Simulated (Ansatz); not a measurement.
HfNF:
```xyz
12
Lattice="5.1543 0.0000 0.0000 0.0000 5.3412 0.0000 0.0000 0.0000 5.4603" Properties=species:S:1:pos:R:3 pbc="T T T"
Hf     3.4787     5.2832     4.0953
Hf     1.6756     0.0580     1.3651
Hf     1.6756     2.6126     4.0953
Hf     3.4787     2.7285     1.3651
F      4.9356     3.5420     4.0953
F      0.2187     1.7991     1.3651
F      0.2187     0.8715     4.0953
F      4.9356     4.4697     1.3651
N      2.4449     4.0059     0.0000
N      2.7094     1.3353     2.7302
N      2.7094     1.3353     0.0000
N      2.4449     4.0059     2.7302
```

Relaxed with r²SCAN. Special points in fractions of this cell's reciprocal vectors: Γ (0.000, 0.000, 0.000); X (0.500, 0.000, 0.000); S (0.500, 0.500, 0.000); Y (0.000, 0.500, 0.000); Z (0.000, 0.000, 0.500); U (0.500, 0.000, 0.500); R (0.500, 0.500, 0.500); T (0.000, 0.500, 0.500).

### Question
List the band energies nearest the valence-band maximum at these points for DFT-r²SCAN in the program Ansatz with PAW potentials.

### Answer
In eV from the valence-band maximum; about four levels below and three above (degenerate sets whole), none deeper than 8.9 eV; points with the same levels are listed once.

| k | below | above |
|---|---|---|
| Γ | -1.23 -0.98 -0.90 -0.32 | 2.46 3.33 3.70 |
| X | -1.07 -0.97 -0.92 -0.59 | 2.79 3.25 3.54 |
| S | -2.67 -2.67 -0.19 -0.19 | 4.11 4.11 4.68 4.68 |
| Y | -2.39 -2.39 -0.19 -0.19 | 4.11 4.11 4.99 4.99 |
| Z | -2.48 -2.48 0.00 0.00 | 3.96 3.96 4.09 4.09 |
| U | -2.64 -2.64 -0.04 -0.04 | 4.06 4.06 4.34 4.34 |
| R | -1.98 -1.98 -1.98 -1.98 | 4.00 4.00 4.00 4.00 |
| T | -1.85 -1.85 -1.85 -1.85 | 3.80 3.80 3.80 3.80 |

Space group Pbcm. The start of the workflow was typed in or built on a structure type; neither database checked (COD, Materials Project) lists it. Its standing as an ambient phase is unchecked. Symmetry was held in the r²SCAN relaxation; whether a distortion lowers the energy is not shown. The run is not spin-polarised. Scalar-relativistic: spin–orbit coupling is off unless named, which matters more the heavier the elements.

Potentials: the earlier of the program's two PAW sets.
